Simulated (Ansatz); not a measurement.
Input, command and steps of an Ansatz relaxation.

```yaml
crystal:
  lattice:
    - [3.4320114133, 0.0, 0.0]
    - [0.0, 3.4320114133, 0.0]
    - [0.0, 0.0, 3.4320114133]
  atoms:
    - { symbol: Mg, position: [0.0, 0.0, 0.0] }
    - { symbol: C, position: [0.0, 0.5, 0.5] }
    - { symbol: C, position: [0.5, 0.0, 0.5] }
    - { symbol: C, position: [0.5, 0.5, 0.0] }
basis:
  ecutwfc: 420
kpoints:
  mp_grid: { grid: [6, 6, 6] }
hamiltonian:
  xc: pbe
scf:
  occupations: { method: gaussian, width: 0.1 }
  lower_state_search: "off"
output:
  forces: true
  stress: true
  eigenvalues: true
relax:
  adjacent_minimum: "off"
  f_tol: 0.04
  max_steps: 70
  cell: { stress_tol: 0.4 }
```

```bash
ansatz run input.yaml --threads 1 --pin off --max-ram 2560MiB --backend cpu --events-out ev --progress --plain --runs-dir out
```

Theory: DFT PBE, scalar-relativistic, plane waves, PAW in Ansatz.

Of 5 frames 5 are shown, positions in Å and forces in eV/Å; the SCF threshold varies from step to step. Steps run on the plane waves of an earlier cell, with a Pulay correction in the pressure. The basis is chosen afresh for the last frame, the zero of the energies, and at times for earlier ones too; energy and pressure step there, also at an unchanged geometry.

```xyz
4
Lattice="3.4320 0.0000 0.0000 0.0000 3.4320 0.0000 0.0000 0.0000 3.4320" Properties=species:S:1:pos:R:3:forces:R:3 pbc="T T T" step=1 free_energy_over_end_meV_per_atom=70.10 pressure_GPa=-14.30
Mg    0.0000    0.0000    0.0000    0.0000    0.0000    0.0000
C     0.0000    1.7160    1.7160    0.0000    0.0000    0.0000
C     1.7160    0.0000    1.7160    0.0000    0.0000    0.0000
C     1.7160    1.7160    0.0000    0.0000    0.0000    0.0000
4
Lattice="3.3221 0.0000 0.0000 0.0000 3.3221 0.0000 0.0000 0.0000 3.3221" Properties=species:S:1:pos:R:3:forces:R:3 pbc="T T T" step=2 free_energy_over_end_meV_per_atom=7.25 pressure_GPa=-5.66
Mg    0.0000    0.0000    0.0000    0.0000    0.0000    0.0000
C     0.0000    1.6610    1.6610    0.0000    0.0000    0.0000
C     1.6610    0.0000    1.6610    0.0000    0.0000    0.0000
C     1.6610    1.6610    0.0000    0.0000    0.0000    0.0000
4
Lattice="3.2573 0.0000 0.0000 0.0000 3.2573 0.0000 0.0000 0.0000 3.2573" Properties=species:S:1:pos:R:3:forces:R:3 pbc="T T T" step=3 free_energy_over_end_meV_per_atom=-1.68 pressure_GPa=0.97
Mg    0.0000    0.0000    0.0000    0.0000    0.0000    0.0000
C     0.0000    1.6287    1.6287    0.0000    0.0000    0.0000
C     1.6287    0.0000    1.6287    0.0000    0.0000    0.0000
C     1.6287    1.6287    0.0000    0.0000    0.0000    0.0000
4
Lattice="3.2665 0.0000 0.0000 0.0000 3.2665 0.0000 0.0000 0.0000 3.2665" Properties=species:S:1:pos:R:3:forces:R:3 pbc="T T T" step=4 free_energy_over_end_meV_per_atom=-1.75 pressure_GPa=0.01
Mg    0.0000    0.0000    0.0000    0.0000    0.0000    0.0000
C     0.0000    1.6333    1.6333    0.0000    0.0000    0.0000
C     1.6333    0.0000    1.6333    0.0000    0.0000    0.0000
C     1.6333    1.6333    0.0000    0.0000    0.0000    0.0000
4
Lattice="3.2665 0.0000 0.0000 0.0000 3.2665 0.0000 0.0000 0.0000 3.2665" Properties=species:S:1:pos:R:3:forces:R:3 pbc="T T T" step=5 free_energy_over_end_meV_per_atom=0.00 pressure_GPa=-0.19
Mg    0.0000    0.0000    0.0000    0.0000    0.0000    0.0000
C     0.0000    1.6333    1.6333    0.0000    0.0000    0.0000
C     1.6333    0.0000    1.6333    0.0000    0.0000    0.0000
C     1.6333    1.6333    0.0000    0.0000    0.0000    0.0000
```

The start puts this composition into another compound's structure type, which needn't suit it. At the end the space group is Pm-3m (tolerance 0.05 Å).

Time: 5.9 s on 1 thread of Intel(R) Xeon(R) Platinum 8259CL CPU @ 2.50GHz (Skylake/Cascade Lake), on a shared host, peak memory 0.35 GiB.

The k mesh is coarse.